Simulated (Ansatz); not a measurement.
Relaxed Zr (hcp, Mg type):

```xyz
4
Lattice="6.4625 0.0000 0.0000 -1.6156 2.7984 0.0000 0.0000 0.0000 5.1732" Properties=species:S:1:pos:R:3 pbc="T T T"
Zr     0.0000     1.8656     3.8799
Zr     3.2313     1.8656     3.8799
Zr     1.6156     0.9328     1.2933
Zr     4.8469     0.9328     1.2933
```

The numbers are results of PBE (plane waves to 420 eV, PAW, scalar-relativistic; Ansatz, a quantum-chemistry and plane-wave program), not measurements. k mesh 13×13×7 (Γ-centred), Fermi-Dirac smearing 0.05 eV. With partly filled bands, energies and forces of such displacements shift with the k mesh and the smearing. Zr is run without spin polarisation. Zr was relaxed with its symmetry unable to fall.

One atom of the cell was then moved (with its periodic images), all else fixed, and the forces (eV/Å) came out as:

```tsv
atom	Fx	Fy	Fz
Zr1	0.040	0.149	0.000
Zr2	0.113	-0.183	0.000
Zr3	1.007	0.299	0.000
Zr4	-1.160	-0.266	0.000
```

Problem. Which atom was moved, and by which vector (Å)?

Solution. Zr4, by (0.26, 0.00, 0.00), 0.26 Å in all.

(A displaced cell: forces are minus the slopes of the energy, force constants its curvatures, and phonons follow from these.)
